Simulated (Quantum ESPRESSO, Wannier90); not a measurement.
## Wannierisation of AlGaAs$_{2}$ (R3m)

```
CELL_PARAMETERS angstrom
     -2.00566     3.47391     0.00000
     -4.01132     0.00000     0.00000
     -2.00566     1.15797     6.54588
ATOMIC_POSITIONS crystal
  Al 0.00024 0.00024 0.99928
  Ga 0.49986 0.49986 0.50041
  As 0.87516 0.87516 0.37453
  As 0.37472 0.37472 0.87583
```

Structure: Materials Project mp-1228891, symmetrised, not relaxed again. Not found in the COD (Crystallography Open Database) copy used; not checked further. Method: PBEsol plane waves in Quantum ESPRESSO 7.5 (PseudoDojo norm-conserving files, 68 Ry, spinors with spin-orbit coupling), Bloch states on a 4×4×4 mesh through Γ, Wannier90 4.0.1. Density: 10×10×10 mesh, Gaussian smearing 0.01 Ry.

Base run: 32 functions from bands 31-82 of the 82 computed, start hydrogen-like Al: s;p; Ga: s;p; As: s;p, centres 0.05 Å off the atoms, frozen window up to 2.21 eV relative to the valence-band maximum, outer window open. Rows change the key named; with other orbitals the number of functions and the frozen window follow, as listed; window edges are relative to the valence-band maximum. The misfit compares interpolated bands with pw.x on a high-symmetry path, for states up to 1.7 eV relative to the valence-band maximum. Converged means that the tolerances were met: symmetric starts can stop on a saddle, which shows as a larger Ω_OD at equal Ω_I and can move the misfit too.

Rows with other orbitals or bands describe another subspace, so their Ω_I can't be set against the base's. Runs that didn't settle are not listed.

```tsv
setting	orbitals	bands	functions	frozen to (eV)	Ω_I (Å²)	Ω_D (Å²)	Ω_OD (Å²)	rms misfit (meV)	worst (meV)	ended
base	Al sp, Ga sp, As sp	31-82	32	2.21	44.95	0.09	6.80	23	119	converged
num_iter = 0 (projection only), orbitals on the atoms	Al sp, Ga sp, As sp	31-82	32	2.21	44.95	0.20	24.18	32	164	no minimisation
start: the same orbitals exactly on the atoms	Al sp, Ga sp, As sp	31-82	32	2.21	44.95	0.09	6.79	23	114	converged
atomic waves with projectability windows 0.01 and 0.95	Al 3s, Al 3p, Ga 4s, Ga 4p, As 4s, As 4p	31-82	32	2.21	45.46	0.09	6.97	25	120	converged
```
